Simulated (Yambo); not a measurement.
```
K2TiF6
1.0
    5.68506     0.00000     0.00000
   -2.84253     4.92341     0.00000
    0.00000     0.00000     4.59016
F K Ti
6 2 1
Cartesian
  1.35094   0.77997   3.54498
  1.49159   4.14344   1.04518
  4.33412   0.77997   3.54498
 -1.49159   4.14344   1.04518
  2.84253   3.36347   3.54498
  0.00000   1.55993   1.04518
  0.00000   3.28227   3.20297
  2.84253   1.64114   1.38719
  0.00000   0.00000   0.00000
```

Response from Yambo on LDA (Quantum ESPRESSO, PseudoDojo norm-conserving, 84 Ry, no spin-orbit coupling) bands: 3×3×4 mesh, 111 bands, 3 Ry local-field block, 0.2 eV broadening.

Problem. Give the static electronic dielectric constant without and with local fields along each axis.

Solution. 
```tsv
field along	ε(0), independent particles	ε(0), RPA with local fields	refractive index √ε
x	2.75	2.35	1.53
z	2.67	2.29	1.51
```
Electronic (clamped-ion) response only. LDA gaps are usually too small, which raises these values. Convergence of the RPA response with its 3×3×4 mesh was not tested. x, y and z are Cartesian axes of the cell as given.

Geometry of the Materials Project entry, not relaxed at this level.
